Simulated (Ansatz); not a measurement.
The start is a randomly generated symmetric cell of In2Ag (space group No. 38). Cell shape, volume and atoms are optimised at zero target pressure with PBEsol (plane waves to 420 eV, PAW, scalar-relativistic; Ansatz, a program for electronic structure). The first steps use a coarse 7×7×7 k-mesh.

Starting cell:
```
In2Ag
1.0
    4.73326     0.00000     0.00000
    0.00000     6.66515     2.37177
    0.00000    -6.66515     2.37177
Ag In
2 4
Direct
  0.50000   0.58170   0.58170
  0.00000   0.35792   0.35792
  0.00000   0.89197   0.03224
  0.00000   0.03224   0.89197
  0.50000   0.36531   0.06547
  0.50000   0.06547   0.36531
```

### Question
Does the structure survive the relaxation? Give the final space group.

### Answer
The space group goes from Amm2 (No. 38) to I4/mmm (No. 139), with 3 atoms in the primitive cell.

### Question
By how much does the energy per atom fall from start to end?

### Answer
About 2.4 eV/atom.

### Question
How does the volume change?

### Answer
-12.8 %, from 24.94 to 21.76 Å³/atom.

### Question
How do the shortest distances between atoms change?

### Answer
The closest pairs of elements (up to four, under 3.6 Å), start → end: In–In 1.87 → 3.17 Å; Ag–In 2.10 → 3.00 Å; Ag–Ag 2.59 → 3.17 Å.

### Question
Is the relaxed structure metallic? Give its gap.

### Answer
Zero (metallic).

### Question
Write out the relaxed structure.

### Answer

```cif
data_Ag2In4
_chemical_formula_sum 'Ag2 In4'
_space_group_name_H-M_alt 'I4/mmm'
_space_group_IT_number 139
_space_group_name_Hall '-I 4 2'
_cell_length_a 3.16699
_cell_length_b 3.16699
_cell_length_c 13.01693
_cell_angle_alpha 90.000
_cell_angle_beta 90.000
_cell_angle_gamma 90.000
loop_
_atom_site_label
_atom_site_type_symbol
_atom_site_symmetry_multiplicity
_atom_site_Wyckoff_symbol
_atom_site_fract_x
_atom_site_fract_y
_atom_site_fract_z
_atom_site_occupancy
Ag1 Ag 2 a 0.00000 0.00000 0.00000 1
In1 In 4 e 0.00000 0.00000 0.34719 1
```
(The calculation used a cell of 3 atoms; values per cell refer to that cell.)

Final values are on a 21×21×21 k-mesh of the relaxed cell. The start holds a very short contact (In–In 1.87 Å). No spin polarisation in the result.

The run could not lose the symmetry of its start: the end is stationary, and may be a saddle point rather than a minimum.

The relaxed structure here is a generated cell of In2Ag: the first start was made by a random draw of sites in a space group, and the end was not matched to a known phase here, so it may be hypothetical.
